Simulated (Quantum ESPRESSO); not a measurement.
# TaTi2HfO7N: one run as intended and one with a planted mistake

A calculation, not a measurement. The program is pw.x of Quantum ESPRESSO 7.5 (plane-wave density functional theory). The cell is made up: 12 atoms on a fluorite lattice, with randomly drawn elements, strain and displacements, not relaxed. PseudoDojo standard norm-conserving files (v0.5 for PBE, v0.4.1 for LDA and PBEsol) set the functional; there is no spin polarisation, spin-orbit coupling or dispersion term, and the masses in the input are unused placeholders.

The hafnium pseudopotential is less sure than the others, with forces about 3 percent (worst 6) and pressure in oxides about 1.5 GPa (worst 2.7) from a second method in checks, which no rerun with the same files tests.

Intended input:

```
&control calculation='scf', pseudo_dir='./dojo.nc.sr.pbe.v0_5.standard.upf', outdir='./o', disk_io='low', tprnfor=.true., tstress=.true. /
&system ibrav=0, nat=12, ntyp=5, nbnd=54, ecutwfc=84.00895049, nosym=.true., tot_charge=0,
 occupations='smearing', smearing='fd', degauss=0.0018374661
/
&electrons conv_thr=7.350e-09, electron_maxstep=60, /
ATOMIC_SPECIES
Hf 1.0 Hf.upf
N 1.0 N.upf
O 1.0 O.upf
Ta 1.0 Ta.upf
Ti 1.0 Ti.upf
CELL_PARAMETERS angstrom
5.0847 0.0383 -0.0406
0.0383 4.9611 0.0409
-0.0406 0.0409 5.0325
ATOMIC_POSITIONS angstrom
Ta 0.0541 -0.0106 -0.0193
Ti 0.0514 2.5822 2.5996
Ti 2.385 -0.1068 2.5411
Hf 2.7048 2.4308 -0.0212
O 1.3334 1.2123 1.2219
O 1.1855 1.3707 3.735
O 1.3329 3.7761 1.2619
O 1.2264 3.7627 3.7347
O 3.9366 1.3429 1.1728
O 3.6984 1.2781 3.6387
O 4.0506 3.7906 1.3319
N 3.6985 3.8493 3.8479
K_POINTS automatic
4 5 4 1 1 1
```

The log is shortened where brackets say so; the opening notice, blank lines, dates and the lines on written files are dropped, and the path of the files is cut. It prints rydbergs, bohrs and kilobars, and counts compression as positive stress. Where no state is partly filled, the Fermi energy that it prints is only some level between the filled and the empty states on the mesh, and need not lie in the true gap.

Log of the intended run:

```
     Program PWSCF v.7.5
     Parallel version (MPI & OpenMP), running on       4 processor cores
     Number of MPI processes:                 4
     Threads/MPI process:                     1
     [start-up lines left out]
     bravais-lattice index     =            0
     lattice parameter (alat)  =       9.6093  a.u.
     unit-cell volume          =     856.5267 (a.u.)^3
     number of atoms/cell      =           12
     number of atomic types    =            5
     number of electrons       =        96.00
     number of Kohn-Sham states=           54
     kinetic-energy cutoff     =      84.0090  Ry
     charge density cutoff     =     336.0358  Ry
     scf convergence threshold =      7.3E-09
     mixing beta               =       0.7000
     number of iterations used =            8  plain     mixing
     Exchange-correlation= PBE
                           (   1   4   3   4   0   0   0)
     [axes and pseudopotential details left out]
   Cartesian axes
     site n.     atom                  positions (alat units)
         1        Ta     tau(   1) = (   0.0106391  -0.0020846  -0.0037955  )
         2        Ti     tau(   2) = (   0.0101081   0.5078066   0.5112285  )
         3        Ti     tau(   3) = (   0.4690260  -0.0210029   0.4997241  )
         4        Hf     tau(   4) = (   0.5319167   0.4780328  -0.0041691  )
         5        O      tau(   5) = (   0.2622219   0.2384068   0.2402947  )
         6        O      tau(   6) = (   0.2331364   0.2695572   0.7345124  )
         7        O      tau(   7) = (   0.2621236   0.7425949   0.2481609  )
         8        O      tau(   8) = (   0.2411796   0.7399597   0.7344534  )
         9        O      tau(   9) = (   0.7741583   0.2640901   0.2306388  )
        10        O      tau(  10) = (   0.7273147   0.2513468   0.7155743  )
        11        O      tau(  11) = (   0.7965772   0.7454465   0.2619269  )
        12        N      tau(  12) = (   0.7273344   0.7569902   0.7567149  )
     number of k points=    40  Fermi-Dirac smearing, width (Ry)=  0.0018
                       cart. coord. in units 2pi/alat
        k(    1) = (   0.1252607   0.1004877   0.1264980), wk =   0.0500000
        k(    2) = (   0.1272938   0.0983892   0.3791399), wk =   0.0500000
     [further k points left out]
     Dense  grid:    89073 G-vectors     FFT dimensions: (  60,  60,  60)
     Estimated max dynamical RAM per process >     252.57 MB
     Estimated total dynamical RAM >     945.02 MB
     Initial potential from superposition of free atoms
     starting charge      95.9940, renormalised to      96.0000
     Starting wfcs are   72 randomized atomic wfcs
     total cpu time spent up to now is        3.9 secs
     per-process dynamical memory:   182.2 Mb
     Self-consistent Calculation
     iteration #  1     ecut=    84.01 Ry     beta= 0.70
     Davidson diagonalization with overlap
     ethr =  1.00E-02,  avg # of iterations =  2.0
     total cpu time spent up to now is        9.3 secs
     total energy              =    -730.61324156 Ry
     estimated scf accuracy    <       6.00657605 Ry
     iteration #  2     ecut=    84.01 Ry     beta= 0.70
     Davidson diagonalization with overlap
     ethr =  6.26E-03,  avg # of iterations =  6.6
     total cpu time spent up to now is       20.4 secs
     total energy              =    -724.01506418 Ry
     estimated scf accuracy    <      71.11261712 Ry
     [iterations 3 to 24 left out]
     iteration # 25     ecut=    84.01 Ry     beta= 0.70
     Davidson diagonalization with overlap
     ethr =  2.17E-11,  avg # of iterations =  1.7
     total cpu time spent up to now is      189.2 secs
     total energy              =    -733.84430270 Ry
     estimated scf accuracy    <          8.7E-09 Ry
     iteration # 26     ecut=    84.01 Ry     beta= 0.70
     Davidson diagonalization with overlap
     ethr =  9.11E-12,  avg # of iterations =  2.3
     total cpu time spent up to now is      194.5 secs
     End of self-consistent calculation
     [lines on levels left out]
     the Fermi energy is    12.6341 ev
!    total energy              =    -733.84430269 Ry
     estimated scf accuracy    <          4.7E-09 Ry
     smearing contrib. (-TS)   =      -0.00000000 Ry
     internal energy E=F+TS    =    -733.84430269 Ry
     The total energy is F=E-TS. E is the sum of the following terms:
     one-electron contribution =    -159.09573467 Ry
     hartree contribution      =     132.81318688 Ry
     xc contribution           =    -157.50585265 Ry
     ewald contribution        =    -550.05590225 Ry
     convergence has been achieved in  26 iterations
     Forces acting on atoms (cartesian axes, Ry/au):
     atom    1 type  4   force =    -0.07569520    0.01587967    0.01534061
     atom    2 type  5   force =    -0.07185883   -0.00574041   -0.01151170
     atom    3 type  5   force =     0.05458766    0.01023938    0.02148647
     atom    4 type  1   force =    -0.00664180   -0.00694909    0.01017593
     atom    5 type  3   force =    -0.00211866   -0.00297470    0.00629496
     atom    6 type  3   force =    -0.01210017   -0.05528853    0.01807725
     atom    7 type  3   force =     0.03013169   -0.01642217   -0.00826208
     atom    8 type  3   force =    -0.02909807    0.04368179    0.00237253
     atom    9 type  3   force =     0.03685800   -0.03413945   -0.02937954
     atom   10 type  3   force =     0.04131687    0.01217356    0.00055215
     atom   11 type  3   force =    -0.03094069    0.01767681   -0.00213710
     atom   12 type  2   force =     0.06555920    0.02186313   -0.02300948
     Total force =     0.186281     Total SCF correction =     0.000111
     Computing stress (Cartesian axis) and pressure
          total   stress  (Ry/bohr**3)                   (kbar)     P=      -79.42
  -0.00080891   0.00004385  -0.00009945         -118.99        6.45      -14.63
   0.00004385  -0.00009379  -0.00022470            6.45      -13.80      -33.05
  -0.00009945  -0.00022470  -0.00071700          -14.63      -33.05     -105.47
     init_run     :      3.57s CPU      3.75s WALL (       1 calls)
     electrons    :    189.58s CPU    190.67s WALL (       1 calls)
     forces       :      1.27s CPU      1.29s WALL (       1 calls)
     stress       :      4.23s CPU      4.36s WALL (       1 calls)
     [timing details left out]
     PWSCF        :   3m18.79s CPU   3m20.24s WALL
     JOB DONE.
```

A second run has one planted mistake: the self-consistency threshold is too loose. The input lines that differ, file-writing options aside:

```
- &electrons conv_thr=7.350e-09, electron_maxstep=60, /
+ &electrons conv_thr=5.880e-02, electron_maxstep=60, /
```

Its log:

```
     Program PWSCF v.7.5
     Parallel version (MPI & OpenMP), running on       4 processor cores
     Number of MPI processes:                 4
     Threads/MPI process:                     1
     [start-up lines left out]
     bravais-lattice index     =            0
     lattice parameter (alat)  =       9.6093  a.u.
     unit-cell volume          =     856.5267 (a.u.)^3
     number of atoms/cell      =           12
     number of atomic types    =            5
     number of electrons       =        96.00
     number of Kohn-Sham states=           54
     kinetic-energy cutoff     =      84.0090  Ry
     charge density cutoff     =     336.0358  Ry
     scf convergence threshold =      5.9E-02
     mixing beta               =       0.7000
     number of iterations used =            8  plain     mixing
     Exchange-correlation= PBE
                           (   1   4   3   4   0   0   0)
     [axes and pseudopotential details left out]
   Cartesian axes
     site n.     atom                  positions (alat units)
         1        Ta     tau(   1) = (   0.0106391  -0.0020846  -0.0037955  )
         2        Ti     tau(   2) = (   0.0101081   0.5078066   0.5112285  )
         3        Ti     tau(   3) = (   0.4690260  -0.0210029   0.4997241  )
         4        Hf     tau(   4) = (   0.5319167   0.4780328  -0.0041691  )
         5        O      tau(   5) = (   0.2622219   0.2384068   0.2402947  )
         6        O      tau(   6) = (   0.2331364   0.2695572   0.7345124  )
         7        O      tau(   7) = (   0.2621236   0.7425949   0.2481609  )
         8        O      tau(   8) = (   0.2411796   0.7399597   0.7344534  )
         9        O      tau(   9) = (   0.7741583   0.2640901   0.2306388  )
        10        O      tau(  10) = (   0.7273147   0.2513468   0.7155743  )
        11        O      tau(  11) = (   0.7965772   0.7454465   0.2619269  )
        12        N      tau(  12) = (   0.7273344   0.7569902   0.7567149  )
     number of k points=    40  Fermi-Dirac smearing, width (Ry)=  0.0018
                       cart. coord. in units 2pi/alat
        k(    1) = (   0.1252607   0.1004877   0.1264980), wk =   0.0500000
        k(    2) = (   0.1272938   0.0983892   0.3791399), wk =   0.0500000
     [further k points left out]
     Dense  grid:    89073 G-vectors     FFT dimensions: (  60,  60,  60)
     Estimated max dynamical RAM per process >     252.57 MB
     Estimated total dynamical RAM >     945.02 MB
     Initial potential from superposition of free atoms
     starting charge      95.9940, renormalised to      96.0000
     Starting wfcs are   72 randomized atomic wfcs
     total cpu time spent up to now is        4.1 secs
     per-process dynamical memory:   182.2 Mb
     Self-consistent Calculation
     iteration #  1     ecut=    84.01 Ry     beta= 0.70
     Davidson diagonalization with overlap
     ethr =  1.00E-02,  avg # of iterations =  2.0
     total cpu time spent up to now is        9.8 secs
     total energy              =    -730.61324156 Ry
     estimated scf accuracy    <       6.00657605 Ry
     iteration #  2     ecut=    84.01 Ry     beta= 0.70
     Davidson diagonalization with overlap
     ethr =  6.26E-03,  avg # of iterations =  6.6
     total cpu time spent up to now is       20.8 secs
     total energy              =    -724.01506418 Ry
     estimated scf accuracy    <      71.11261712 Ry
     [iterations 3 to 5 left out]
     iteration #  6     ecut=    84.01 Ry     beta= 0.70
     Davidson diagonalization with overlap
     ethr =  8.71E-04,  avg # of iterations =  6.1
     total cpu time spent up to now is       49.0 secs
     total energy              =    -733.70767507 Ry
     estimated scf accuracy    <       0.46989049 Ry
     iteration #  7     ecut=    84.01 Ry     beta= 0.70
     Davidson diagonalization with overlap
     ethr =  4.89E-04,  avg # of iterations =  8.5
     total cpu time spent up to now is       58.3 secs
     End of self-consistent calculation
     [lines on levels left out]
     the Fermi energy is    12.6100 ev
!    total energy              =    -733.82742553 Ry
     estimated scf accuracy    <       0.02177830 Ry
     smearing contrib. (-TS)   =      -0.00000000 Ry
     internal energy E=F+TS    =    -733.82742553 Ry
     The total energy is F=E-TS. E is the sum of the following terms:
     one-electron contribution =    -158.99190172 Ry
     hartree contribution      =     132.58680105 Ry
     xc contribution           =    -157.36642260 Ry
     ewald contribution        =    -550.05590225 Ry
     convergence has been achieved in   7 iterations
     Forces acting on atoms (cartesian axes, Ry/au):
     atom    1 type  4   force =    -0.07456140    0.01594783    0.01381065
     atom    2 type  5   force =    -0.07335571   -0.00114137   -0.00889385
     atom    3 type  5   force =     0.05304605    0.00783828    0.02027316
     atom    4 type  1   force =    -0.00682107   -0.01056493    0.01268996
     atom    5 type  3   force =    -0.00083718    0.00063547    0.00961919
     atom    6 type  3   force =    -0.01359155   -0.04836980    0.01483257
     atom    7 type  3   force =     0.03059084   -0.01943202   -0.00651593
     atom    8 type  3   force =    -0.02925586    0.03905195   -0.00005072
     atom    9 type  3   force =     0.03540071   -0.03169956   -0.02912734
     atom   10 type  3   force =     0.04157265    0.01460457   -0.00221377
     atom   11 type  3   force =    -0.02935457    0.01583135    0.00149997
     atom   12 type  2   force =     0.06716709    0.01729823   -0.02592391
     Total force =     0.182473     Total SCF correction =     0.306329
     SCF correction compared to forces is large: reduce conv_thr to get better values
     Computing stress (Cartesian axis) and pressure
          total   stress  (Ry/bohr**3)                   (kbar)     P=     -131.72
  -0.00112970   0.00009545  -0.00010441         -166.19       14.04      -15.36
   0.00009545  -0.00045703  -0.00022699           14.04      -67.23      -33.39
  -0.00010441  -0.00022699  -0.00109945          -15.36      -33.39     -161.73
     init_run     :      3.76s CPU      3.92s WALL (       1 calls)
     electrons    :     53.63s CPU     54.25s WALL (       1 calls)
     forces       :      1.33s CPU      1.36s WALL (       1 calls)
     stress       :      4.49s CPU      4.61s WALL (       1 calls)
     [timing details left out]
     PWSCF        :   1m 3.42s CPU   1m 4.37s WALL
     JOB DONE.
```

|  | intended run | run with the mistake |
| --- | --- | --- |
| free energy (eV) | -9984.460 | -9984.231 |
| smearing term -TS (eV) | 0.0000 | 0.0000 |
| pressure (GPa) | -7.94 | -13.17 |
| largest force component (eV/Å) | 1.946 | 1.917 |
| largest change of a force component (eV/Å) |  | 0.178 |
| iterations | 26 | 7 |

For scale, a rerun of the intended cell at 1437 eV and a 6 x 7 x 6 mesh moved values by no more than 0.002 eV in energy, 0.05 GPa in stress and 0.004 eV/Å in force.